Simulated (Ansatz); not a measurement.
YS, DFT, LDA, all-electron LAPW, scalar-relativistic (Ansatz 0.2.0), run on 1 thread of Arm Neoverse V2 on a shared host.

The geometry is COD entry 1539528, unchecked; take it as a test cell. The listed cell was then made from it by scaling, straining or moving an atom.

Command: `ansatz run input.yaml --threads 1 --pin off --max-ram 3072MiB --backend cpu --events-out ev --progress --plain --runs-dir out`

```yaml
crystal:
  lattice:
    - [0.0, 2.6876414272, 2.6876414272]
    - [2.6876414272, 0.0, 2.6876414272]
    - [2.6876414272, 2.6876414272, 0.0]
  atoms:
    - { symbol: "Y", position: [0.5, 0.5, 0.5] }
    - { symbol: S, position: [0.0, 0.0, 0.0] }
kpoints:
  mp_grid: { grid: [8, 8, 8] }
  band_path:
    path:
      - [0.0, 0.0, 0.0]
      - [0.5, 0.0, 0.5]
      - [0.625, 0.25, 0.625]
      - [0.375, 0.375, 0.75]
      - [0.0, 0.0, 0.0]
      - [0.5, 0.5, 0.5]
      - [0.5, 0.25, 0.75]
      - [0.5, 0.0, 0.5]
    npoints: 5
scf:
  occupations: { method: fermi_dirac, width: 0.01 }
hamiltonian:
  xc: lda
  pseudopotentials: { kind: all_electron, lapw: { basis_error: 0.00025 } }
output:
  forces: true
  stress: true
  eigenvalues: true
```

Q: How large is the problem that the program sets up?

A: 29 irreducible k-points, 331 plane waves at Γ, 26 bands.

Q: About how long does it take, and how much memory does it use?

A: 7.6 s of wall time for 7 SCF iterations, with a peak of 0.28 GiB. Times on shared machines scatter by tens of per cent.
